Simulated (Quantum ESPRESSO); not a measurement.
Mo3Zr2SnPdHf, input and log of a self-consistent run

A calculation, not a measurement. The program is pw.x of Quantum ESPRESSO 7.5 (plane-wave density functional theory). The cell is made up: eight metal atoms on a face-centred cubic lattice, with elements, volume, strain and displacements drawn at random and not relaxed, so it may be unstable or far from any real phase. PseudoDojo standard norm-conserving files set the functional (PBE unless stated); there is no spin polarisation or spin-orbit coupling, the Fermi-Dirac width of 0.25 eV means electrons at about 2900 K, and the masses in the input are unused placeholders. The tin pseudopotential is less sure than most, with forces differing by about three percent from a second method on plain tin. Heavy elements are run without spin-orbit coupling, which real alloys of them have. A spin test at this wide smearing found no moment, but such smearing suppresses magnetism that the real alloy may have.

Input:

```
&control calculation='scf', pseudo_dir='./dojo.nc.sr.pbe.v0_5.standard.upf', outdir='./o', disk_io='minimal', tprnfor=.true., tstress=.true. /
&system ibrav=0, nat=8, ntyp=5, nbnd=72, ecutwfc=87.97787729, nosym=.true., tot_charge=0,
 occupations='smearing', smearing='fd', degauss=0.0183746611
/
&electrons conv_thr=1.470e-08, electron_maxstep=70, mixing_beta=0.5 /
ATOMIC_SPECIES
Hf 1.0 Hf.upf
Mo 1.0 Mo.upf
Pd 1.0 Pd.upf
Sn 1.0 Sn.upf
Zr 1.0 Zr.upf
CELL_PARAMETERS angstrom
0.0707 2.1446 2.1188
-4.2119 -0.0732 -0.0681
-0.0102 -8.5215 8.4182
ATOMIC_POSITIONS angstrom
Mo 0.0309 0.0041 -0.0267
Zr 0.0093 -2.0973 2.1479
Sn -0.0287 -4.2803 4.2197
Zr 0.005 -6.3119 6.421
Mo -2.1532 -0.1111 2.0985
Mo -1.9914 -2.1597 4.1445
Pd -2.0122 -4.2676 6.234
Hf -2.0651 -6.4563 8.3906
K_POINTS automatic
8 6 2 1 1 1
```

The log is shortened where brackets say so; the opening notice, blank lines, dates and the lines on written files are dropped, and the path of the files is cut. It prints rydbergs, bohrs and kilobars, and counts compression as positive stress. Its total energy is the free energy E - TS of the whole cell.

```
     Program PWSCF v.7.5
     Parallel version (MPI & OpenMP), running on       4 processor cores
     Number of MPI processes:                 4
     Threads/MPI process:                     1
     [start-up lines left out]
     bravais-lattice index     =            0
     lattice parameter (alat)  =       5.6986  a.u.
     unit-cell volume          =    1025.7665 (a.u.)^3
     number of atoms/cell      =            8
     number of atomic types    =            5
     number of electrons       =       110.00
     number of Kohn-Sham states=           72
     kinetic-energy cutoff     =      87.9779  Ry
     charge density cutoff     =     351.9115  Ry
     scf convergence threshold =      1.5E-08
     mixing beta               =       0.5000
     number of iterations used =            8  plain     mixing
     Exchange-correlation= PBE
                           (   1   4   3   4   0   0   0)
     [axes and pseudopotential details left out]
   Cartesian axes
     site n.     atom                  positions (alat units)
         1        Mo     tau(   1) = (   0.0102468   0.0013596  -0.0088541  )
         2        Zr     tau(   2) = (   0.0030840  -0.6954920   0.7122716  )
         3        Sn     tau(   3) = (  -0.0095173  -1.4194032   1.3993075  )
         4        Zr     tau(   4) = (   0.0016581  -2.0931082   2.1292872  )
         5        Mo     tau(   5) = (  -0.7140292  -0.0368422   0.6958899  )
         6        Mo     tau(   6) = (  -0.6603742  -0.7161846   1.3743702  )
         7        Pd     tau(   7) = (  -0.6672717  -1.4151917   2.0672756  )
         8        Hf     tau(   8) = (  -0.6848140  -2.1409931   2.7824322  )
     number of k points=    48  Fermi-Dirac smearing, width (Ry)=  0.0184
                       cart. coord. in units 2pi/alat
        k(    1) = (  -0.0611355   0.0007467   0.0902367), wk =   0.0416667
        k(    2) = (  -0.0612253   0.0892217   0.0006874), wk =   0.0416667
     [further k points left out]
     Dense  grid:   114331 G-vectors     FFT dimensions: (  36,  48, 135)
     Estimated max dynamical RAM per process >     398.13 MB
     Estimated total dynamical RAM >       1.47 GB
     Initial potential from superposition of free atoms
     starting charge     109.9874, renormalised to     110.0000
     Starting wfcs are   78 randomized atomic wfcs
     total cpu time spent up to now is        4.2 secs
     per-process dynamical memory:   303.9 Mb
     Self-consistent Calculation
     iteration #  1     ecut=    87.98 Ry     beta= 0.50
     Davidson diagonalization with overlap
     ethr =  1.00E-02,  avg # of iterations =  2.3
     total cpu time spent up to now is       12.7 secs
     total energy              =   -1147.39534736 Ry
     estimated scf accuracy    <      26.45890286 Ry
     iteration #  2     ecut=    87.98 Ry     beta= 0.50
     Davidson diagonalization with overlap
     ethr =  1.00E-02,  avg # of iterations =  7.1
     total cpu time spent up to now is       27.6 secs
     total energy              =   -1140.52523096 Ry
     estimated scf accuracy    <     552.49845785 Ry
     iteration #  3     ecut=    87.98 Ry     beta= 0.50
     Davidson diagonalization with overlap
     ethr =  1.00E-02,  avg # of iterations =  8.3
     total cpu time spent up to now is       42.8 secs
     total energy              =   -1162.27666888 Ry
     estimated scf accuracy    <      45.15484875 Ry
     iteration #  4     ecut=    87.98 Ry     beta= 0.50
     Davidson diagonalization with overlap
     ethr =  1.00E-02,  avg # of iterations =  2.9
     total cpu time spent up to now is       51.1 secs
     total energy              =   -1165.40243046 Ry
     estimated scf accuracy    <      59.43739396 Ry
     iteration #  5     ecut=    87.98 Ry     beta= 0.50
     Davidson diagonalization with overlap
     ethr =  1.00E-02,  avg # of iterations =  1.0
     total cpu time spent up to now is       57.7 secs
     total energy              =   -1166.16091722 Ry
     estimated scf accuracy    <      12.50226858 Ry
     [iterations 6 to 17 left out]
     iteration # 18     ecut=    87.98 Ry     beta= 0.50
     Davidson diagonalization with overlap
     ethr =  1.82E-08,  avg # of iterations =  1.0
     total cpu time spent up to now is      156.3 secs
     total energy              =   -1165.54316687 Ry
     estimated scf accuracy    <       0.00001433 Ry
     iteration # 19     ecut=    87.98 Ry     beta= 0.50
     Davidson diagonalization with overlap
     ethr =  1.30E-08,  avg # of iterations =  1.0
     total cpu time spent up to now is      162.9 secs
     total energy              =   -1165.54316727 Ry
     estimated scf accuracy    <       0.00000361 Ry
     iteration # 20     ecut=    87.98 Ry     beta= 0.50
     Davidson diagonalization with overlap
     ethr =  3.28E-09,  avg # of iterations =  1.0
     total cpu time spent up to now is      169.5 secs
     total energy              =   -1165.54316743 Ry
     estimated scf accuracy    <       0.00000035 Ry
     iteration # 21     ecut=    87.98 Ry     beta= 0.50
     Davidson diagonalization with overlap
     ethr =  3.17E-10,  avg # of iterations =  2.1
     total cpu time spent up to now is      176.8 secs
     total energy              =   -1165.54316745 Ry
     estimated scf accuracy    <       0.00000013 Ry
     iteration # 22     ecut=    87.98 Ry     beta= 0.50
     Davidson diagonalization with overlap
     ethr =  1.20E-10,  avg # of iterations =  1.3
     total cpu time spent up to now is      183.8 secs
     End of self-consistent calculation
     [lines on levels left out]
!    total energy              =   -1165.54316745 Ry
     estimated scf accuracy    <          8.0E-09 Ry
     smearing contrib. (-TS)   =      -0.13852015 Ry
     internal energy E=F+TS    =   -1165.40464731 Ry
     The total energy is F=E-TS. E is the sum of the following terms:
     one-electron contribution =    -285.31519523 Ry
     hartree contribution      =     203.35894175 Ry
     xc contribution           =    -216.99733272 Ry
     ewald contribution        =    -866.45106110 Ry
     convergence has been achieved in  22 iterations
     Forces acting on atoms (cartesian axes, Ry/au):
     atom    1 type  2   force =    -0.01255584   -0.03262759    0.01925294
     atom    2 type  5   force =    -0.00745188   -0.00649254   -0.00891690
     atom    3 type  4   force =     0.02111057    0.00384613   -0.01352490
     atom    4 type  5   force =     0.00995956    0.01018950   -0.04425919
     atom    5 type  2   force =     0.01940412    0.03088336   -0.02133722
     atom    6 type  2   force =    -0.01881556    0.01181539   -0.00278581
     atom    7 type  3   force =    -0.01241990   -0.00108192    0.01745677
     atom    8 type  1   force =     0.00076891   -0.01653234    0.05411430
     Total force =     0.102590     Total SCF correction =     0.000440
     Computing stress (Cartesian axis) and pressure
          total   stress  (Ry/bohr**3)                   (kbar)     P=        7.12
  -0.00010176  -0.00004348  -0.00004110          -14.97       -6.40       -6.05
  -0.00004348   0.00013797   0.00012775           -6.40       20.30       18.79
  -0.00004110   0.00012775   0.00010890           -6.05       18.79       16.02
     init_run     :      3.92s CPU      4.05s WALL (       1 calls)
     electrons    :    175.85s CPU    179.61s WALL (       1 calls)
     forces       :      1.41s CPU      1.42s WALL (       1 calls)
     stress       :      4.88s CPU      4.97s WALL (       1 calls)
     [timing details left out]
     PWSCF        :   3m 6.21s CPU   3m10.23s WALL
     JOB DONE.
```

In other units: free energy -15858.023 eV for the cell, pressure 0.71 GPa, largest force component 1.391 eV/Å in size. The run took 192 s of wall time with four MPI processes on a shared machine (AMD EPYC, Zen 5, virtual cores), so the time is rough. A rerun of this cell at a higher cutoff and on a denser mesh moved values by no more than 0.005 eV in energy, 0.02 GPa in stress and 0.006 eV/Å in force, and a second program with other atomic files agreed on that cell to 2 % rms in force and 0.5 GPa in pressure.